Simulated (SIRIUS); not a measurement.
Consider a self-consistent single point of CdSe (F-43m, 8 atoms in the cell; from Materials Project mp-2691, changed as shown).

```
CdSe
1.0
    6.01773     0.00000     0.00000
    0.00000     6.01773     0.00000
    0.00000     0.00000     6.01773
Cd Se
4 4
Direct
  0.00000   0.00000   0.00000
  0.00000   0.50000   0.50000
  0.50000   0.00000   0.50000
  0.50000   0.50000   0.00000
  0.25000   0.25000   0.25000
  0.25000   0.75000   0.75000
  0.75000   0.25000   0.75000
  0.75000   0.75000   0.25000
```

Level of theory: PBE, SSSP 1.1.2 precision PBE pseudopotentials (plane waves; SIRIUS).

SIRIUS settings:

* **parameters.ngridk**: 4 4 4
* **parameters.xc_functionals**: [XC_GGA_X_PBE, XC_GGA_C_PBE]
* **parameters.gk_cutoff**: 9.487 1/bohr
* **parameters.pw_cutoff**: 30 1/bohr
* **parameters.smearing**: fermi_dirac
* **parameters.smearing_width**: 0.00183747 Ha
* **potentials**: SSSP 1.1.2 precision PBE pseudopotentials
* **parameters.electronic_structure_method**: pseudopotential
* **parameters.num_bands**: 43
* **parameters.num_mag_dims**: 0
* **parameters.num_dft_iter**: 100
* **parameters.energy_tol**: 1e-07 Ha
* **parameters.density_tol**: 1e-06
* **mixer.type**: anderson
* **mixer.beta**: 0.3
* **mixer.use_hartree**: true

Results:

- Number of valence electrons = 72
- Number of bands = 43
- Number of k-points after the program's reduction = 10
- Number of plane waves (most at a k-point) = 21368
- Number of SCF iterations = 18
- FFT grid = 120 × 120 × 120
- Free energy E − TS = -9030.7801 eV
- Top of the valence band (on the code's own zero) = 5.54 eV
- Gap on the k-point mesh = 0.65 eV
- Pressure = 4.90 GPa

Stress (GPa, positive for compression):
```
4.90  0.00  0.00
0.00  4.90  0.00
0.00  0.00  4.90
```

Gaps are taken between levels on the mesh.

For comparison: a first run was changed to give this one (lattice scaled by 0.98), and from it to this one the free energy goes up by 32.2 meV/atom, the pressure goes from 1.33 to 4.90 GPa and the gap on the mesh goes from 0.526 to 0.648 eV.

The structure comes from a collection of computed structures, made at another level of theory; the collection holds predicted forms beside known ones.

Cost on one core: about 5 core-minutes (a rough figure).
